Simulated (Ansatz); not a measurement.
**Elastic constants of Fe3Co: input and output**

Computed with DFT LDA, scalar-relativistic, plane waves, PAW (Ansatz 0.2.0).

Launched with:
```bash
ansatz run input.yaml --threads 2 --pin off --max-ram 6144MiB --backend cpu --events-out ev --progress --plain --runs-dir out
```

Input (bare energies are in eV):
```yaml
crystal:
  lattice:
    - [3.9118920232, 0.0, 0.0]
    - [0.0, 3.9118920232, 0.0]
    - [0.0, 0.0, 2.7559011136]
  atoms:
    - { symbol: Fe, position: [0.5, 0.5, 0.0], spin: 2.33 }
    - { symbol: Fe, position: [0.5, 0.0, 0.5], spin: 2.64 }
    - { symbol: Fe, position: [0.0, 0.5, 0.5], spin: 2.64 }
    - { symbol: Co, position: [0.0, 0.0, 0.0], spin: 1.88 }
basis:
  ecutwfc: 420
kpoints:
  mp_grid: { grid: [12, 12, 16] }
hamiltonian:
  xc: lda
scf:
  occupations: { method: gaussian, width: 0.2 }
output:
  forces: true
  stress: true
  eigenvalues: true
  populations: true
magnetization:
  spin_polarized: true
elastic:
  mode: relaxed_ion
  amplitude: 0.005
  stencil: two_point
```

From the output:
```
--- Elastic constants: 4 strain directions × 2 members + reference (group order 16) ---
  dense FFT box of the reference and of every strained cell: 27×27×20
  strains applied: 11, 33, 23, 12; error gains: componentwise 1.00 (the most a stress slope's error grows in a printed constant), spectral 1.41 (1 for all six strains in a standard setting)
  C = ∂σ_k/∂η_j (tension-positive GPa; Voigt order 11 22 33 23 13 12):
       408.585    114.104    185.511      0.000      0.000     -0.000
       114.104    408.585    185.511      0.000      0.000     -0.000
       185.548    185.548    344.129      0.000      0.000     -0.000
         0.000      0.000      0.000    144.504      0.000      0.000
         0.000      0.000      0.000      0.000    144.504      0.000
        -0.000     -0.000      0.000      0.000      0.000     77.369
  reference stress σ⁰ (GPa):      0.004      0.004      0.001     -0.000     -0.000     -0.000
  C* (energy form; C + prestress term) asymmetry max|C*_kj − C*_jk| = 3.514e-2 GPa — a small one proves nothing (zero by symmetry where the batch's group is 432, −43m or m−3m); a large one is finite-difference/SCF noise where every solve ...
  moduli (Voigt/Reuss/Hill, GPa): K = 236.85/236.82/236.84   G = 118.35/107.86/113.11   E = 292.72   ν = 0.294
  mechanically stable: yes (min eigenvalue of sym C = 77.37 GPa)
  strain η (Voigt 11):  stress-route row diagonal C_11 = 408.59 GPa, energy-path curvature d²(F+E_count+ΔE)/dδ²/Ω₀ = 409.25 GPa
         δ    σ_11 (GPa) F (eV) n_scf n_hpsi n_pw
    -5.000e-3      -2.0716      -18322.5682330      18  993264    842   relax 0 steps, max|allowed force component| 1.85e-29 eV/Å
     5.000e-3       2.0143      -18322.5682489      16  909975    845   relax 0 steps, max|allowed force component| 1.89e-29 eV/Å
  strain η (Voigt 33):  stress-route row diagonal C_33 = 344.13 GPa, energy-path curvature d²(F+E_count+ΔE)/dδ²/Ω₀ = 344.26 GPa
         δ    σ_33 (GPa) F (eV) n_scf n_hpsi n_pw
    -5.000e-3      -1.7508      -18322.5684435      16  503877    838   relax 0 steps, max|allowed force component| 5.31e-29 eV/Å
     5.000e-3       1.6905      -18322.5684696      14  427698    850   relax 0 steps, max|allowed force component| 1.01e-28 eV/Å
  strain η (Voigt 23):  stress-route row diagonal C_44 = 144.50 GPa, energy-path curvature d²(F+E_count+ΔE)/dδ²/Ω₀ = 144.56 GPa
         δ    σ_23 (GPa) F (eV) n_scf n_hpsi n_pw
    -5.000e-3      -0.7225      -18322.5691126      14  1452368    842   relax 0 steps, max|allowed force component| 0.00e0 eV/Å
     5.000e-3       0.7225      -18322.5691126      12  1170903    842   relax 0 steps, max|allowed force component| 0.00e0 eV/Å
  strain η (Voigt 12):  stress-route row diagonal C_66 = 77.37 GPa, energy-path curvature d²(F+E_count+ΔE)/dδ²/Ω₀ = 77.45 GPa
         δ    σ_12 (GPa) F (eV) n_scf n_hpsi n_pw
    -5.000e-3      -0.3868      -18322.5693335      15  736701    842   relax 0 steps, max|allowed force component| 3.64e-28 eV/Å
     5.000e-3       0.3868      -18322.5693335      12  618491    842   relax 0 steps, max|allowed force component| 5.21e-29 eV/Å
--- Löwdin populations: 4 sites ---
  site symbol q [e]    m [muB]
     0     Fe     15.8457     2.1762
     1     Fe     15.7838     2.4609
     2     Fe     15.7838     2.4609
     3     Co     16.7286     1.6969
  spilling = 0.013201 (of n_electrons = 65.000000)
```

It took 23 min on 2 threads of Intel(R) Xeon(R) Processor @ 2.50GHz (Skylake/Cascade Lake), on a shared host, peak memory 2.1 GiB.

In a metal, frequencies and elastic constants depend on the k mesh and the smearing, soft modes and shear constants most.